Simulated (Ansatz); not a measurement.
Ansatz 0.2.0, relaxation: Bi₂As

Launch command:

```bash
ansatz run input.yaml --threads 2 --pin off --max-ram 3584MiB --backend cpu --events-out ev --progress --plain --runs-dir out
```

input.yaml:

```yaml
crystal:
  lattice:
    - [3.12489, 5.412464, 0.0]
    - [-3.12489, 5.412464, 0.0]
    - [0.0, 0.0, 10.132442]
  atoms:
    - { symbol: Bi, position: [0.0, 0.0, 0.0] }
    - { symbol: Bi, position: [0.0, 0.0, 0.5] }
    - { symbol: Bi, position: [0.833, 0.833, 0.25] }
    - { symbol: Bi, position: [0.167, 0.666, 0.75] }
    - { symbol: Bi, position: [0.334, 0.833, 0.25] }
    - { symbol: Bi, position: [0.167, 0.167, 0.75] }
    - { symbol: Bi, position: [0.833, 0.334, 0.25] }
    - { symbol: Bi, position: [0.666, 0.167, 0.75] }
    - { symbol: As, position: [0.3333, 0.3334, 0.063] }
    - { symbol: As, position: [0.6666, 0.6667, 0.563] }
    - { symbol: As, position: [0.3333, 0.3334, 0.437] }
    - { symbol: As, position: [0.6667, 0.6667, 0.937] }
  symmetry: { tolerance: 0.0003 }
kpoints:
  mp_grid: { grid: [6, 6, 4], shift: [0, 0, 0] }
magnetization:
  spin_polarized: false
scf:
  occupations: { method: fermi_dirac, width: 0.0364 }
  lower_state_search: "off"
hamiltonian:
  pseudopotentials: { kind: paw }
  xc: r2scan
basis:
  ecutwfc: 500
  fft_grid_basis: typed
relax:
  max_steps: 60
  f_tol: 0.03
output:
  forces: true
  stress: true
  eigenvalues: true
  bader: true
  populations: true
  elf: true
  write_potential: true
  volumetric_format: npy
  dos:
    e_range: [-12, 8]
    de: 0.05
    projected: { site_lists: { As: [As], Bi: [Bi] } }
  write_density: true
checkpoint:
  read: saved_state
```

Origin of the cell: a known structure type with other elements, at an estimated volume, so it need not be a known compound.

The saved state is a converged single point of the same cell.

Steps:

| step | ΔF (meV/atom) | max force component (eV/Å) | SCF iterations | step was |
| --- | --- | --- | --- | --- |
| 1 | 0.0 | 1.254 | 8 | accepted |
| 2 | 26.6 | 2.316 | 8 | rejected |
| 3 | -36.8 | 0.442 | 9 | accepted |
| 4 | -53.6 | 0.613 | 7 | accepted |
| 5 | -83.6 | 0.643 | 7 | accepted |
| 6 | -119.8 | 0.415 | 7 | accepted |
| 7 | -147.9 | 0.321 | 6 | accepted |
| 8 | -156.4 | 0.274 | 5 | accepted |
| 9 | -158.4 | 0.113 | 5 | accepted |
| 10 | -158.9 | 0.007 | 5 | accepted |
| 11 | -158.9 | 0.007 | 3 | accepted |

Step 1, with forces in eV/Å:

```xyz
12
Lattice="3.125 5.412 0.000 -3.125 5.412 0.000 0.000 0.000 10.132" Properties=species:S:1:pos:R:3:forces:R:3 pbc="T T T" step=1
Bi    0.000    0.000    0.000    0.000    0.000    0.000
Bi    0.000    0.000    5.066    0.000    0.000    0.000
Bi    0.000    9.017    2.533    0.000   -1.254    0.000
Bi   -1.559    4.509    7.599    1.086   -0.627    0.000
Bi   -1.559    6.316    2.533    1.086    0.627    0.000
Bi    0.000    1.808    7.599    0.000    1.254    0.000
Bi    1.559    6.316    2.533   -1.086    0.627    0.000
Bi    1.559    4.509    7.599   -1.086   -0.627    0.000
As    0.000    3.608    0.638    0.000    0.000   -0.102
As    0.000    7.217    5.705    0.000    0.000   -0.102
As    0.000    3.608    4.428    0.000    0.000    0.102
As    0.000    7.217    9.494    0.000    0.000    0.102
```

Step 3, with forces in eV/Å:

```xyz
12
Lattice="3.125 5.412 0.000 -3.125 5.412 0.000 0.000 0.000 10.132" Properties=species:S:1:pos:R:3:forces:R:3 pbc="T T T" step=3
Bi    0.000    0.000    0.000    0.000    0.000    0.000
Bi    0.000    0.000    5.066    0.000    0.000    0.000
Bi    0.000    8.931    2.533    0.000   -0.024    0.000
Bi   -1.484    4.465    7.599    0.021   -0.012    0.000
Bi   -1.484    6.360    2.533    0.021    0.012    0.000
Bi    0.000    1.894    7.599    0.000    0.024    0.000
Bi    1.484    6.360    2.533   -0.021    0.012    0.000
Bi    1.484    4.465    7.599   -0.021   -0.012    0.000
As    0.000    3.608    0.553    0.000    0.000   -0.442
As    0.000    7.217    5.619    0.000    0.000   -0.442
As    0.000    3.608    4.513    0.000    0.000    0.442
As    0.000    7.217    9.580    0.000    0.000    0.442
```

Step 4, with forces in eV/Å:

```xyz
12
Lattice="3.125 5.412 0.000 -3.125 5.412 0.000 0.000 0.000 10.132" Properties=species:S:1:pos:R:3:forces:R:3 pbc="T T T" step=4
Bi    0.000    0.000    0.000    0.000    0.000    0.000
Bi    0.000    0.000    5.066    0.000    0.000    0.000
Bi    0.000    8.916    2.533    0.000    0.145    0.000
Bi   -1.471    4.458    7.599   -0.125    0.072    0.000
Bi   -1.471    6.367    2.533   -0.125   -0.072    0.000
Bi    0.000    1.909    7.599    0.000   -0.145    0.000
Bi    1.471    6.367    2.533    0.125   -0.072    0.000
Bi    1.471    4.458    7.599    0.125    0.072    0.000
As    0.000    3.608    0.455    0.000    0.000   -0.613
As    0.000    7.217    5.521    0.000    0.000   -0.613
As    0.000    3.608    4.611    0.000    0.000    0.613
As    0.000    7.217    9.677    0.000    0.000    0.613
```

Step 5, with forces in eV/Å:

```xyz
12
Lattice="3.125 5.412 0.000 -3.125 5.412 0.000 0.000 0.000 10.132" Properties=species:S:1:pos:R:3:forces:R:3 pbc="T T T" step=5
Bi    0.000    0.000    0.000    0.000    0.000    0.000
Bi    0.000    0.000    5.066    0.000    0.000    0.000
Bi    0.000    8.901    2.533    0.000    0.399    0.000
Bi   -1.458    4.450    7.599   -0.345    0.199    0.000
Bi   -1.458    6.375    2.533   -0.345   -0.199    0.000
Bi    0.000    1.924    7.599    0.000   -0.399    0.000
Bi    1.458    6.375    2.533    0.345   -0.199    0.000
Bi    1.458    4.450    7.599    0.345    0.199    0.000
As    0.000    3.608    0.309    0.000    0.000   -0.643
As    0.000    7.217    5.375    0.000    0.000   -0.643
As    0.000    3.608    4.757    0.000    0.000    0.643
As    0.000    7.217    9.824    0.000    0.000    0.643
```

Step 6, with forces in eV/Å:

```xyz
12
Lattice="3.125 5.412 0.000 -3.125 5.412 0.000 0.000 0.000 10.132" Properties=species:S:1:pos:R:3:forces:R:3 pbc="T T T" step=6
Bi    0.000    0.000    0.000    0.000    0.000    0.000
Bi    0.000    0.000    5.066    0.000    0.000    0.000
Bi    0.000    8.914    2.533    0.000    0.308    0.000
Bi   -1.470    4.457    7.599   -0.267    0.154    0.000
Bi   -1.470    6.368    2.533   -0.267   -0.154    0.000
Bi    0.000    1.911    7.599    0.000   -0.308    0.000
Bi    1.470    6.368    2.533    0.267   -0.154    0.000
Bi    1.470    4.457    7.599    0.267    0.154    0.000
As    0.000    3.608    0.113    0.000    0.000   -0.415
As    0.000    7.217    5.180    0.000    0.000   -0.415
As    0.000    3.608    4.953    0.000    0.000    0.415
As    0.000    7.217   10.019    0.000    0.000    0.415
```

Step 7, with forces in eV/Å:

```xyz
12
Lattice="3.125 5.412 0.000 -3.125 5.412 0.000 0.000 0.000 10.132" Properties=species:S:1:pos:R:3:forces:R:3 pbc="T T T" step=7
Bi    0.000    0.000    0.000    0.000    0.000    0.000
Bi    0.000    0.000    5.066    0.000    0.000    0.000
Bi    0.000    8.940    2.533    0.000    0.321    0.000
Bi   -1.492    4.470    7.599   -0.278    0.160    0.000
Bi   -1.492    6.355    2.533   -0.278   -0.160    0.000
Bi    0.000    1.885    7.599    0.000   -0.321    0.000
Bi    1.492    6.355    2.533    0.278   -0.160    0.000
Bi    1.492    4.470    7.599    0.278    0.160    0.000
As    0.000    3.608   -0.082    0.000    0.000   -0.314
As    0.000    7.217    4.985    0.000    0.000   -0.314
As    0.000    3.608    5.148    0.000    0.000    0.314
As    0.000    7.217   10.214    0.000    0.000    0.314
```

Step 8, with forces in eV/Å:

```xyz
12
Lattice="3.125 5.412 0.000 -3.125 5.412 0.000 0.000 0.000 10.132" Properties=species:S:1:pos:R:3:forces:R:3 pbc="T T T" step=8
Bi    0.000    0.000    0.000    0.000    0.000    0.000
Bi    0.000    0.000    5.066    0.000    0.000    0.000
Bi    0.000    8.987    2.533    0.000    0.002    0.000
Bi   -1.533    4.493    7.599   -0.002    0.001    0.000
Bi   -1.533    6.331    2.533   -0.002   -0.001    0.000
Bi    0.000    1.838    7.599    0.000   -0.002    0.000
Bi    1.533    6.331    2.533    0.002   -0.001    0.000
Bi    1.533    4.493    7.599    0.002    0.001    0.000
As    0.000    3.608   -0.277    0.000    0.000    0.274
As    0.000    7.217    4.790    0.000    0.000    0.274
As    0.000    3.608    5.343    0.000    0.000   -0.274
As    0.000    7.217   10.409    0.000    0.000   -0.274
```

Step 9, with forces in eV/Å:

```xyz
12
Lattice="3.125 5.412 0.000 -3.125 5.412 0.000 0.000 0.000 10.132" Properties=species:S:1:pos:R:3:forces:R:3 pbc="T T T" step=9
Bi    0.000    0.000    0.000    0.000    0.000    0.000
Bi    0.000    0.000    5.066    0.000    0.000    0.000
Bi    0.000    8.976    2.533    0.000   -0.060    0.000
Bi   -1.524    4.488    7.599    0.052   -0.030    0.000
Bi   -1.524    6.337    2.533    0.052    0.030    0.000
Bi    0.000    1.849    7.599    0.000    0.060    0.000
Bi    1.524    6.337    2.533   -0.052    0.030    0.000
Bi    1.524    4.488    7.599   -0.052   -0.030    0.000
As    0.000    3.608   -0.194    0.000    0.000   -0.113
As    0.000    7.217    4.872    0.000    0.000   -0.113
As    0.000    3.608    5.261    0.000    0.000    0.113
As    0.000    7.217   10.327    0.000    0.000    0.113
```

Step 11, with forces in eV/Å:

```xyz
12
Lattice="3.125 5.412 0.000 -3.125 5.412 0.000 0.000 0.000 10.132" Properties=species:S:1:pos:R:3:forces:R:3 pbc="T T T" step=11
Bi    0.000    0.000    0.000    0.000    0.000    0.000
Bi    0.000    0.000    5.066    0.000    0.000    0.000
Bi    0.000    8.977    2.533    0.000    0.007    0.000
Bi   -1.525    4.489    7.599   -0.006    0.003    0.000
Bi   -1.525    6.336    2.533   -0.006   -0.003    0.000
Bi    0.000    1.848    7.599    0.000   -0.007    0.000
Bi    1.525    6.336    2.533    0.006   -0.003    0.000
Bi    1.525    4.489    7.599    0.006    0.003    0.000
As    0.000    3.608   -0.220    0.000    0.000    0.002
As    0.000    7.217    4.847    0.000    0.000    0.002
As    0.000    3.608    5.286    0.000    0.000   -0.002
As    0.000    7.217   10.352    0.000    0.000   -0.002
```

* Free energy lowered by: 158.9 meV/atom
* Final pressure: 8.89 GPa
* Relaxation steps listed: 11

Caveats: no spin-orbit coupling, though heavy elements are present; the SCF threshold is looser than advised for a stress; the relaxation held the start's symmetry, so the end may be a saddle point.

Time: 5 min on 2 threads of Intel(R) Xeon(R) 6975P-C (Granite Rapids), on a shared host, peak memory 2.2 GiB, from a saved density.
